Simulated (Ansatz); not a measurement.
## Antifluorite alloy of Mg2Si and Mg2Ge (6 of 32 Si sites exchanged), 96 atoms

Ansatz, PAW, plane waves. PBEsol relaxation of volume and atoms (shape held) at the single k point (¼, ¼, ¼) without its symmetry partners; single points on the relaxed atoms at the single k point (¼, ¼, ¼) without its symmetry partners, onto which points of the small cell's zone fold. Arrangement: random. No spin–orbit coupling unless named.

Relaxed structure:

```yaml
crystal:
  lattice:
    - [12.66381, 0.00000, 0.00000]
    - [0.00000, 12.66381, 0.00000]
    - [0.00000, 0.00000, 12.66381]
  atoms:
    - { symbol: Mg, position: [0.37483, 0.12490, 0.12515] }
    - { symbol: Mg, position: [0.37468, 0.12532, 0.62494] }
    - { symbol: Mg, position: [0.37543, 0.62453, 0.12556] }
    - { symbol: Mg, position: [0.37494, 0.62494, 0.62524] }
    - { symbol: Mg, position: [0.87499, 0.12522, 0.12598] }
    - { symbol: Mg, position: [0.87471, 0.12499, 0.62387] }
    - { symbol: Mg, position: [0.87548, 0.62474, 0.12561] }
    - { symbol: Mg, position: [0.87478, 0.62505, 0.62501] }
    - { symbol: Mg, position: [0.12491, 0.37501, 0.12497] }
    - { symbol: Mg, position: [0.12513, 0.37542, 0.62472] }
    - { symbol: Mg, position: [0.12504, 0.87504, 0.12577] }
    - { symbol: Mg, position: [0.12508, 0.87487, 0.62482] }
    - { symbol: Mg, position: [0.62453, 0.37548, 0.12575] }
    - { symbol: Mg, position: [0.62478, 0.37498, 0.62509] }
    - { symbol: Mg, position: [0.62444, 0.87531, 0.12555] }
    - { symbol: Mg, position: [0.62462, 0.87472, 0.62461] }
    - { symbol: Mg, position: [0.12495, 0.12494, 0.37525] }
    - { symbol: Mg, position: [0.12599, 0.12520, 0.87507] }
    - { symbol: Mg, position: [0.12478, 0.62506, 0.37512] }
    - { symbol: Mg, position: [0.12483, 0.62472, 0.87472] }
    - { symbol: Mg, position: [0.62489, 0.12494, 0.37512] }
    - { symbol: Mg, position: [0.62398, 0.12527, 0.87511] }
    - { symbol: Mg, position: [0.62507, 0.62499, 0.37519] }
    - { symbol: Mg, position: [0.62446, 0.62458, 0.87493] }
    - { symbol: Mg, position: [0.12552, 0.12544, 0.12557] }
    - { symbol: Mg, position: [0.12522, 0.12470, 0.62441] }
    - { symbol: Mg, position: [0.12440, 0.62448, 0.12523] }
    - { symbol: Mg, position: [0.12475, 0.62508, 0.62484] }
    - { symbol: Mg, position: [0.62422, 0.12452, 0.12541] }
    - { symbol: Mg, position: [0.62431, 0.12539, 0.62456] }
    - { symbol: Mg, position: [0.62465, 0.62457, 0.12536] }
    - { symbol: Mg, position: [0.62479, 0.62492, 0.62493] }
    - { symbol: Mg, position: [0.37481, 0.37489, 0.37510] }
    - { symbol: Mg, position: [0.37472, 0.37508, 0.87532] }
    - { symbol: Mg, position: [0.37493, 0.87508, 0.37518] }
    - { symbol: Mg, position: [0.37529, 0.87541, 0.87462] }
    - { symbol: Mg, position: [0.87499, 0.37510, 0.37528] }
    - { symbol: Mg, position: [0.87471, 0.37583, 0.87534] }
    - { symbol: Mg, position: [0.87469, 0.87481, 0.37508] }
    - { symbol: Mg, position: [0.87523, 0.87465, 0.87445] }
    - { symbol: Mg, position: [0.37472, 0.37479, 0.12497] }
    - { symbol: Mg, position: [0.37438, 0.37473, 0.62499] }
    - { symbol: Mg, position: [0.37517, 0.87528, 0.12535] }
    - { symbol: Mg, position: [0.37480, 0.87493, 0.62488] }
    - { symbol: Mg, position: [0.87521, 0.37543, 0.12552] }
    - { symbol: Mg, position: [0.87410, 0.37541, 0.62449] }
    - { symbol: Mg, position: [0.87491, 0.87490, 0.12584] }
    - { symbol: Mg, position: [0.87519, 0.87412, 0.62419] }
    - { symbol: Mg, position: [0.37464, 0.12502, 0.37502] }
    - { symbol: Mg, position: [0.37456, 0.12502, 0.87493] }
    - { symbol: Mg, position: [0.37493, 0.62466, 0.37502] }
    - { symbol: Mg, position: [0.37509, 0.62443, 0.87471] }
    - { symbol: Mg, position: [0.87468, 0.12486, 0.37493] }
    - { symbol: Mg, position: [0.87475, 0.12491, 0.87499] }
    - { symbol: Mg, position: [0.87491, 0.62523, 0.37534] }
    - { symbol: Mg, position: [0.87517, 0.62453, 0.87438] }
    - { symbol: Mg, position: [0.12480, 0.37488, 0.37502] }
    - { symbol: Mg, position: [0.12518, 0.37525, 0.87538] }
    - { symbol: Mg, position: [0.12464, 0.87472, 0.37505] }
    - { symbol: Mg, position: [0.12502, 0.87492, 0.87397] }
    - { symbol: Mg, position: [0.62477, 0.37480, 0.37499] }
    - { symbol: Mg, position: [0.62417, 0.37526, 0.87490] }
    - { symbol: Mg, position: [0.62484, 0.87486, 0.37493] }
    - { symbol: Mg, position: [0.62390, 0.87496, 0.87478] }
    - { symbol: Ge, position: [0.00011, 0.00000, 0.00011] }
    - { symbol: Ge, position: [0.25007, 0.74996, 0.00003] }
    - { symbol: Ge, position: [0.74965, 0.25018, 0.00040] }
    - { symbol: Ge, position: [0.74996, 0.74990, 0.99998] }
    - { symbol: Ge, position: [0.74973, 0.99999, 0.74971] }
    - { symbol: Ge, position: [0.99981, 0.25004, 0.74985] }
    - { symbol: Si, position: [0.99992, 0.99984, 0.49974] }
    - { symbol: Si, position: [0.00003, 0.50003, 0.00016] }
    - { symbol: Si, position: [0.99989, 0.50020, 0.49997] }
    - { symbol: Si, position: [0.49948, 0.99999, 0.00015] }
    - { symbol: Si, position: [0.49975, 0.00000, 0.50006] }
    - { symbol: Si, position: [0.49973, 0.49992, 0.00034] }
    - { symbol: Si, position: [0.49978, 0.49984, 0.49996] }
    - { symbol: Si, position: [0.25001, 0.25017, 0.00017] }
    - { symbol: Si, position: [0.24965, 0.25003, 0.49976] }
    - { symbol: Si, position: [0.24996, 0.74992, 0.49986] }
    - { symbol: Si, position: [0.74972, 0.24999, 0.49982] }
    - { symbol: Si, position: [0.74977, 0.74996, 0.49994] }
    - { symbol: Si, position: [0.24998, 0.99994, 0.25023] }
    - { symbol: Si, position: [0.25004, 0.00003, 0.74956] }
    - { symbol: Si, position: [0.24973, 0.49987, 0.25010] }
    - { symbol: Si, position: [0.24990, 0.49996, 0.74999] }
    - { symbol: Si, position: [0.74977, 0.99980, 0.25025] }
    - { symbol: Si, position: [0.75002, 0.50014, 0.25044] }
    - { symbol: Si, position: [0.74954, 0.50014, 0.74993] }
    - { symbol: Si, position: [0.99997, 0.25002, 0.25034] }
    - { symbol: Si, position: [0.99989, 0.74979, 0.25039] }
    - { symbol: Si, position: [0.00001, 0.74968, 0.74969] }
    - { symbol: Si, position: [0.49959, 0.24988, 0.25020] }
    - { symbol: Si, position: [0.49948, 0.25012, 0.75008] }
    - { symbol: Si, position: [0.49989, 0.74982, 0.25033] }
    - { symbol: Si, position: [0.49980, 0.74977, 0.74987] }
```

What are the mean bond lengths by pair (pairs within 1.2 times the sum of covalent radii, less contacts 15 % beyond the pair's median; cation–cation pairs of compounds aside; long ionic contacts are cut short by that bound)?

Ge–Mg 2.749 ± 0.002 Å (standard deviation, 48 bonds); Mg–Mg 3.166 ± 0.007 Å (standard deviation, 192 bonds); Mg–Si 2.740 ± 0.002 Å (standard deviation, 208 bonds).

What gap lies between the top filled and the lowest empty level in the single points?

r²SCAN 0.92 eV (27 s on NVIDIA H100). Away from Γ this isn't the crystal's band gap.
